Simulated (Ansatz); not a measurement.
GaN (wurtzite) was relaxed and computed twice in Ansatz (plane waves, PAW), once with HSE06 and once with PBE.

```csv
,run 1,run 2
cell,"a = b = 3.185 Å, c = 5.179 Å, α = β = 90.00°, γ = 120.00°","a = 3.2185 Å, b = 3.2185 Å, c = 5.2432 Å, α = 90.00°, β = 90.00°, γ = 120.00°"
gap (eV),3.20,1.71
B₀ by P(V) fit (GPa),198,172
```

Question: Which run used which functional?

Answer: Run 1 is HSE06, run 2 is PBE.

All cells were relaxed under the symmetry of their starts (and spin orders); stability against distortions was not tested throughout. Scalar-relativistic: spin–orbit coupling is off unless named, which matters more the heavier the elements.

Potentials: the earlier of the program's two PAW sets.

Ansatz (a first-principles code) is a plane-wave DFT program.
